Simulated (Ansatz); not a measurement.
Data:

SiO2:
```
SiO2
1.0
   -4.38671     4.38671     4.38671
    4.38671    -4.38671     4.38671
    4.38671     4.38671    -4.38671
Si O
6 12
Direct
  0.50000   0.75000   0.25000
  0.25000   0.50000   0.75000
  0.50000   0.25000   0.75000
  0.75000   0.50000   0.25000
  0.75000   0.25000   0.50000
  0.25000   0.75000   0.50000
  0.68567   0.39524   0.00000
  0.60476   0.60476   0.29042
  0.39524   0.68567   0.00000
  0.31433   0.31433   0.70958
  0.00000   0.68567   0.39524
  0.29042   0.60476   0.60476
  0.00000   0.39524   0.68567
  0.70958   0.31433   0.31433
  0.39524   0.00000   0.68567
  0.60476   0.29042   0.60476
  0.68567   0.00000   0.39524
  0.31433   0.70958   0.31433
```

This is the r²SCAN-relaxed structure. x, y and z are the axes in which the lattice vectors are written.

Task: All from r²SCAN (plane waves, PAW; program Ansatz), unless another level is named. Predict the Poisson's ratio.

Result: 0.07.

Task: Next, the elastic constants (relaxed ions, GPa)?

Result: C11 = 61.8, C12 = -1.3, C44 = 20.0.

Task: Predict the piezoelectric stress constants (proper, relaxed ions, C/m²).

Result: e14 = e25 = e36 = 0.10.

Space group I-43m. The first step of the workflow began from a Materials Project structure, measured or hypothetical; the Crystallography Open Database copy checked does not list it. It is not the phase usual at ambient conditions (space group No. 92, 152, 154). The cell was relaxed with r²SCAN under the symmetry of its start; whether a distortion lowers the energy is not shown. Signs of piezoelectric constants follow the polarity of the cell as given.

Potentials: the earlier of the program's two PAW sets. The files were generated under PBE; for other functionals the program regenerates the frozen cores, and for LDA and PBEsol the local potential too.
